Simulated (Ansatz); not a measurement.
Consider the following.

MnN:
```xyz
2
Lattice="0.0000 2.0838 2.0838 2.0838 0.0000 2.0838 2.0838 2.0838 0.0000" Properties=species:S:1:pos:R:3 pbc="T T T"
Mn     0.0000     0.0000     0.0000
N      3.1257     3.1257     3.1257
```

This is the LDA-relaxed structure.

Question: All from the program Ansatz at the LDA level (PAW), unless another level is named. Predict the electronic character.

Answer: metallic (no gap).

Question: Give the density of states at the Fermi level.

Answer: 0.24 states/eV per atom (mean over ±0.08 eV).

Question: Next, the formation energy from the elements (no fitted shifts)?

Answer: -0.57 eV/atom.

Space group F-43m (zinc blende). The workflow started from a Materials Project entry (that database holds measured and hypothetical structures alike); the Crystallography Open Database copy checked does not list it. Its standing as an ambient phase is unchecked. The LDA relaxation kept the symmetry of its start; its stability against distortions is not shown here. No spin polarisation was allowed. The references are the lowest solids computed at this level, not always the standard phases (solids in place of the gases).

Potentials: the later of the program's two PAW sets.
